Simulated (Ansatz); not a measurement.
Method: DFT PBE, scalar-relativistic, plane waves, PAW (Ansatz 0.2.0). All cells share a 420 eV cutoff and Γ-centred k meshes spaced at most about 0.3 Å⁻¹ (about 0.25 or finer for metals, 2π included). No spin polarisation in the final relaxations.

These are static total energies at zero pressure.

Two forms of Sc2SiF2 were relaxed alike.

1.

```
CELL_PARAMETERS angstrom
5.46095 0.00000 0.00000
0.00000 5.46095 0.00000
0.00000 0.00000 4.01189
ATOMIC_POSITIONS crystal
Sc 0.50000 0.00000 0.00000
Sc 0.00000 0.50000 0.00000
Si 0.00000 0.00000 0.00000
F 0.50000 0.00000 0.50000
F 0.00000 0.50000 0.50000
```

2.

```
CELL_PARAMETERS angstrom
-1.72744 1.72744 6.03655
1.72744 -1.72744 6.03655
1.72744 1.72744 -6.03655
ATOMIC_POSITIONS crystal
Sc 0.36944 0.36944 0.00000
Sc 0.63056 0.63056 0.00000
Si 0.00000 0.00000 0.00000
F 0.75000 0.25000 0.50000
F 0.25000 0.75000 0.50000
```

Question: Which would you expect to be lower, and how large is the difference?

Answer: Cell 2 is lower, by 0.58 eV/atom. Cell 1 has space group P4/mmm (No. 123), 23.9 Å³/atom and no gap on its mesh; cell 2 has space group I4/mmm (No. 139), 14.4 Å³/atom and no gap. The shortest distance is 2.01 Å (Sc–F) in cell 1 and 2.25 Å (Sc–F) in cell 2. The denser one is the lower, and pressure would at first widen the difference. In cell 1, around Sc lie 2 F at 2.01 Å and 2 Si at 2.73 Å; around Si lie 4 Sc at 2.73 Å; around F lie 2 Sc at 2.01 Å. In cell 2, Sc has 4 F at 2.25 Å and 4 Si at 2.91 Å; Si is surrounded by 8 Sc at 2.91 Å; F is surrounded by 4 Sc at 2.25 Å and 4 F at 2.44 Å. Both come from invented guesses.

Cells relaxed within their symmetry can be saddle points.
